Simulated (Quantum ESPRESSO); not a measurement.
# InMgW6: a guest atom moved from site to site

A calculation, not a measurement. The program is pw.x of Quantum ESPRESSO 7.5 (plane-wave density functional theory). The cell is made up: eight metal atoms on a hexagonal close-packed lattice, with elements, volume, strain and displacements drawn at random and not relaxed, so it may be unstable or far from any real phase. PseudoDojo standard norm-conserving files set the functional (PBE unless stated); there is no spin polarisation or spin-orbit coupling, the Fermi-Dirac width of 0.25 eV means electrons at about 2900 K, and the masses in the input are unused placeholders. Heavy elements are run without spin-orbit coupling, which real alloys of them have. A spin test at this wide smearing found no moment, but such smearing suppresses magnetism that the real alloy may have.

The runs move one In atom among sites that otherwise hold W. Cell, positions, cutoff, mesh and smearing stay as in the input of run 1; sites are counted in its order. Stress in the tables is positive in tension.

Input of run 1:

```
&control calculation='scf', pseudo_dir='./dojo.nc.sr.pbe.v0_5.standard.upf', outdir='./o', disk_io='medium', tprnfor=.true., tstress=.true. /
&system ibrav=0, nat=8, ntyp=3, nbnd=70, ecutwfc=84.00895049, nosym=.true., tot_charge=0,
 occupations='smearing', smearing='fd', degauss=0.0183746611
/
&electrons conv_thr=1.470e-08, electron_maxstep=70, mixing_beta=0.5 /
ATOMIC_SPECIES
In 1.0 In.upf
Mg 1.0 Mg.upf
W 1.0 W.upf
CELL_PARAMETERS angstrom
-2.8206 0.0 0.0
0.0 4.8854 -4.6602
0.0 -4.8854 -4.6602
ATOMIC_POSITIONS angstrom
In -0.0024 0.0232 -0.0806
Mg -0.1808 1.761 -2.3917
W -0.1784 0.0126 -4.6383
W 0.1887 1.6673 -6.9935
W -1.4982 -0.8534 -2.4243
W -1.4587 -2.4416 -4.7369
W -1.4181 -0.7109 -7.0237
W -1.4102 2.3967 -4.6382
K_POINTS automatic
8 4 4 1 1 1
```

```
run  elements on sites 1 to 8  free energy less that of run 1 (eV)  -TS (eV)  pressure (GPa)  stress xx (GPa)  stress yy (GPa)  stress zz (GPa)  stress yz (GPa)  stress xz (GPa)  stress xy (GPa)  iterations
  1         In Mg W W W W W W                                0.000    -1.516           14.96           -12.58           -16.23           -16.09            -1.24             0.40             0.25          18
  2         W Mg W In W W W W                                0.196    -1.377           14.59           -12.41           -17.27           -14.09             0.36            -0.34             0.13          18
  3         W Mg W W In W W W                                0.020    -1.460           15.22           -12.64           -14.88           -18.16            -0.01             1.29            -2.97          18
  4         W Mg W W W In W W                               -0.057    -1.529           15.51           -11.38           -18.52           -16.64             1.87             0.40            -1.82          18
  5         W Mg W W W W In W                               -0.223    -1.403           15.15           -13.78           -13.50           -18.17             0.34            -0.88             1.41          18
  6         W Mg W W W W W In                               -0.120    -1.514           15.31           -11.81           -18.23           -15.88            -2.43            -0.26             0.69          17
```

Forces Fx Fy Fz (eV/Å):

| site | run 1 | run 2 | run 3 | run 4 | run 5 | run 6 |
| --- | --- | --- | --- | --- | --- | --- |
| 1 | -0.22 -0.36 -0.22 | 0.01 -0.37 -0.24 | 0.06 0.08 0.73 | 0.00 -1.63 0.18 | 0.23 -0.19 -0.45 | 0.19 0.51 0.04 |
| 2 | 0.80 -0.81 0.39 | 0.77 -0.93 0.57 | 0.75 -0.69 0.54 | 0.71 -1.03 0.31 | 0.75 -1.19 0.56 | 0.70 -0.97 0.76 |
| 3 | 0.04 -0.05 -0.25 | 0.38 -0.19 -0.38 | 0.44 0.47 -1.55 | 0.16 0.80 -0.65 | 0.17 0.05 -0.24 | 0.16 -1.45 -0.79 |
| 4 | -0.16 -0.01 -0.41 | -1.71 -0.39 -0.22 | -0.45 -1.91 -0.15 | -0.08 -0.34 0.29 | -0.31 1.28 -0.02 | -0.05 -0.50 -0.74 |
| 5 | 0.16 -0.08 -0.13 | 0.48 1.33 0.66 | 0.57 1.48 1.17 | -0.15 0.81 1.44 | -0.15 0.54 0.85 | -0.11 0.54 0.45 |
| 6 | -0.25 1.66 0.70 | -0.04 0.68 -0.18 | -0.44 -0.40 0.36 | -0.03 -0.11 -0.14 | -0.22 -0.20 0.79 | -0.37 0.01 0.31 |
| 7 | -0.09 -0.56 0.81 | 0.24 -1.77 -0.02 | -0.44 0.15 -0.05 | -0.23 0.52 -0.57 | 0.01 -0.98 -0.19 | -0.20 0.52 0.25 |
| 8 | -0.28 0.20 -0.89 | -0.13 1.65 -0.20 | -0.50 0.82 -1.04 | -0.38 0.98 -0.86 | -0.48 0.71 -1.30 | -0.31 1.34 -0.29 |

The sites are displaced and not relaxed, so the energy differences mix bonding between neighbours with strain and are not ordering energies. A rerun of one cell of this series at a higher cutoff and on a denser mesh moved values by no more than 0.003 eV in energy, 0.05 GPa in stress and 0.013 eV/Å in force, and a second program with other atomic files agreed on that cell to 2 % rms in force and 0.5 GPa in pressure.